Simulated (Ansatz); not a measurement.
**Density of states of Bi₂Pd**

```
Bi Pd
1.0
    -1.69334    1.69334    6.62347
     1.69334   -1.69334    6.62347
     1.69334    1.69334   -6.62347
Bi Pd
2 1
Direct
  0.63232 0.63232 0.00000
  0.36768 0.36768 0.00000
  0.00000 0.00000 0.00000
```

Structure from Materials Project entry mp-570197 (possibly hypothetical), not relaxed further.

Spin polarisation is left out, and whether a magnetic state lies lower isn't shown here.

No spin–orbit coupling, which matters for the heavy atoms here.

Theory: Ansatz 0.2.0, DFT, PBEsol, all-electron LAPW, scalar-relativistic.

Settings: a Γ-centred 14×14×14 k mesh, Fermi–Dirac smearing of 0.05 eV, basis error target 1 meV/atom, no spin polarisation.

States per eV and cell, averaged over 0.4 eV, from -5.8 to 4.0 eV, with energies (bin centres) from the Fermi level; empty bins are left out. The partial columns, the largest 3 alone, are projections on Löwdin-orthogonalised atomic shells (those that the program's projection atoms carry: the occupied ones and, for some elements, an empty d or f shell; other empty shells have no column), summed over atoms of an element. Weights on diffuse s and p shells depend on that basis and aren't pure angular character.

| E (eV) | total | Bi 6p | Pd 4d | Bi 6s |
| --- | --- | --- | --- | --- |
| -5.7 | 0.68 | 0.53 | 0.12 | 0.01 |
| -5.3 | 0.89 | 0.65 | 0.19 | 0.03 |
| -4.9 | 2.14 | 1.27 | 0.79 | 0.04 |
| -4.5 | 3.68 | 2.13 | 1.45 | 0.06 |
| -4.1 | 2.68 | 0.97 | 1.60 | 0.09 |
| -3.7 | 4.95 | 1.20 | 3.60 | 0.09 |
| -3.3 | 5.60 | 0.85 | 4.56 | 0.14 |
| -2.9 | 6.71 | 1.07 | 5.37 | 0.18 |
| -2.5 | 2.60 | 1.04 | 1.40 | 0.10 |
| -2.1 | 1.58 | 0.68 | 0.82 | 0.05 |
| -1.7 | 3.03 | 1.28 | 1.61 | 0.09 |
| -1.3 | 2.44 | 1.50 | 0.77 | 0.11 |
| -0.9 | 1.20 | 0.79 | 0.30 | 0.07 |
| -0.5 | 0.61 | 0.43 | 0.12 | 0.04 |
| -0.1 | 1.22 | 0.87 | 0.25 | 0.05 |
| 0.3 | 1.58 | 1.18 | 0.27 | 0.06 |
| 0.7 | 1.87 | 1.42 | 0.28 | 0.06 |
| 1.1 | 1.81 | 1.37 | 0.24 | 0.05 |
| 1.5 | 1.56 | 1.24 | 0.13 | 0.04 |
| 1.9 | 1.95 | 1.53 | 0.16 | 0.03 |
| 2.3 | 1.82 | 1.31 | 0.12 | 0.02 |
| 2.7 | 1.68 | 1.18 | 0.09 | 0.02 |
| 3.1 | 1.38 | 0.85 | 0.06 | 0.01 |
| 3.5 | 1.53 | 0.75 | 0.04 | 0.01 |
| 3.9 | 1.75 | 0.81 | 0.04 | 0.01 |

Where is the centre of the filled Pd 4d states between -14 eV and the top of the filled states?

-3.27 eV from the Fermi level.
